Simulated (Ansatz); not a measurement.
Bi2S3:
```yaml
crystal:
  lattice:
    - [4.03671, 0.00000, 0.00000]
    - [-2.01835, 3.49589, 0.00000]
    - [0.00000, 0.00000, 9.75496]
  atoms:
    - { symbol: Bi, position: [0.33333, 0.66667, 0.19190] }
    - { symbol: Bi, position: [0.66667, 0.33333, 0.80810] }
    - { symbol: S, position: [0.00000, 0.00000, 0.00000] }
    - { symbol: S, position: [0.33333, 0.66667, 0.66242] }
    - { symbol: S, position: [0.66667, 0.33333, 0.33758] }
```

Relaxed with r²SCAN. Special points in fractions of this cell's reciprocal vectors: Γ (0.000, 0.000, 0.000); M (0.500, 0.000, 0.000); K (0.333, 0.333, 0.000); A (0.000, 0.000, 0.500); L (0.500, 0.000, 0.500); H (0.333, 0.333, 0.500).

Q: List the band energies nearest the valence-band maximum at these points for DFT-r²SCAN in the program Ansatz with PAW potentials.

A: In eV from the valence-band maximum; about four levels below and three above (degenerate sets whole), none deeper than 8.9 eV; points with the same levels are listed once.

```
k                          below           above
-  -----------------------------  --------------
Γ         -1.37 -1.15 -1.15 0.00  1.26 2.57 2.57
M        -2.04 -1.53 -1.30 -0.37  2.13 3.49 3.69
K  -2.19 -2.19 -1.53 -0.70 -0.70  2.71 3.74 3.74
A        -1.20 -1.20 -0.89 -0.19  1.23 2.55 2.55
L        -1.63 -1.19 -1.07 -0.75  1.87 3.26 3.59
H  -2.65 -2.65 -1.73 -0.27 -0.27  3.21 3.54 3.54
```

Space group P-3m1 (La2O3 or Ni2Al3 type). The cell is a constructed one: a structure type filled with these elements; neither database checked (COD, Materials Project) lists it. COD files the formula under space group No. 62. Its standing as an ambient phase is unchecked. The r²SCAN relaxation kept the symmetry of its start; its stability against distortions is not shown here. Scalar-relativistic: spin–orbit coupling is off unless named, which matters more the heavier the elements.

Potentials: the earlier of the program's two PAW sets. The files were generated under PBE; for other functionals the program regenerates the frozen cores, and for LDA and PBEsol the local potential too.
